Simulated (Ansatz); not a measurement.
Starting cell, SiO$_{2}$ (rutile):

```xyz
6
Lattice="4.1946 0.0000 0.0000 0.0000 4.1946 0.0000 0.0000 0.0000 2.6784" Properties=species:S:1:pos:R:3 pbc="T T T"
Si     0.0000     0.0000     0.0000
Si     2.0973     2.0973     1.3392
O      1.2838     1.2838     0.0000
O      3.3811     0.8135     1.3392
O      0.8135     3.3811     1.3392
O      2.9108     2.9108     0.0000
```

In each cell atom 5 (O, nearest neighbour Si at 1.766 Å; its periodic images, 2.7 Å or more away, move with it) moves by s·(1.000, 0.000, 0.000) (along Cartesian x), the rest being held.

Method: PBEsol (plane waves to 420 eV, PAW, scalar-relativistic; Ansatz, a first-principles code). k mesh 6×6×10 (Γ-centred), Fermi-Dirac smearing 0.05 eV. E stands for the smeared free energy. SiO2 was relaxed with its symmetry unable to fall. The zero of ΔE is the undisplaced structure.

| s (Å) | ΔE (meV/cell) |
|---|---|
| -0.180 | 346 |
| -0.144 | withheld |
| -0.108 | 125 |
| -0.072 | 56 |
| -0.036 | 14 |
| 0.000 | 0 |
| 0.036 | 14 |
| 0.072 | 56 |
| 0.108 | 126 |
| 0.144 | 224 |
| 0.180 | 350 |

Fit a polynomial form (powers 2, 3, 4) to the given rows and predict ΔE at s = -0.144.

Least squares on the 10 given rows: ΔE = (10780)·s² + (342.6)·s³ + (-1236)·s⁴, in meV/cell with s in Å; root-mean-square residual 0.1 meV/cell. At -0.144 the fit gives 222 meV/cell; the calculation gives 222 meV/cell, the same to the digits shown. The quadratic term alone would give 224 meV/cell.

(For displaced atoms, the force is minus the slope of the energy, and its curvature is a force constant, which sets phonon frequencies.)
